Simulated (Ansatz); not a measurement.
Al$_{2}$Cu (Al2Cu type, space group I4/mcm)

```
CELL_PARAMETERS angstrom
     -3.02971     3.02971     2.43697
      3.02971    -3.02971     2.43697
      3.02971     3.02971    -2.43697
ATOMIC_POSITIONS crystal
  Al 0.65828 0.15828 0.81655
  Al 0.84172 0.65828 0.50000
  Al 0.15828 0.34172 0.50000
  Al 0.34172 0.84172 0.18345
  Cu 0.25000 0.25000 0.00000
  Cu 0.75000 0.75000 0.00000
```

In each cell atom 2 (Al, nearest neighbour Cu at 2.587 Å; its periodic images, 4.9 Å or more away, move with it) moves by s·(0.000, 0.000, 1.000) (along Cartesian z), the rest being held.

The numbers are results of PBE (plane waves to 420 eV, PAW, scalar-relativistic; Ansatz, a quantum-chemistry and plane-wave program), not measurements. k mesh 10×10×10 (Γ-centred), Fermi-Dirac smearing 0.05 eV. The energy includes the smearing's −TS. With partly filled bands, energies and forces of such displacements shift with the k mesh and the smearing. F⊥ is the part of the force across the line. Al2Cu is run without spin polarisation. Al2Cu was relaxed with its symmetry unable to fall. The PAW data are Ansatz's earlier set. ΔE is measured from the undisplaced structure.

```csv
s (Å),|F⊥| (eV/Å),ΔE (meV/cell)
-0.780,1.703,1448
-0.624,1.094,873
-0.468,0.614,467
-0.312,…,200
-0.156,…,49
0.000,0.019,0
0.156,…,49
0.312,…,200
0.468,0.614,467
0.624,1.094,873
0.780,1.703,1448
```

Fill in the missing entries.


- -0.312, |F⊥| (eV/Å): 0.265
- -0.156, |F⊥| (eV/Å): 0.052
- 0.156, |F⊥| (eV/Å): 0.052
- 0.312, |F⊥| (eV/Å): 0.265

(A displaced cell: forces are minus the slopes of the energy, force constants its curvatures, and phonons follow from these.)
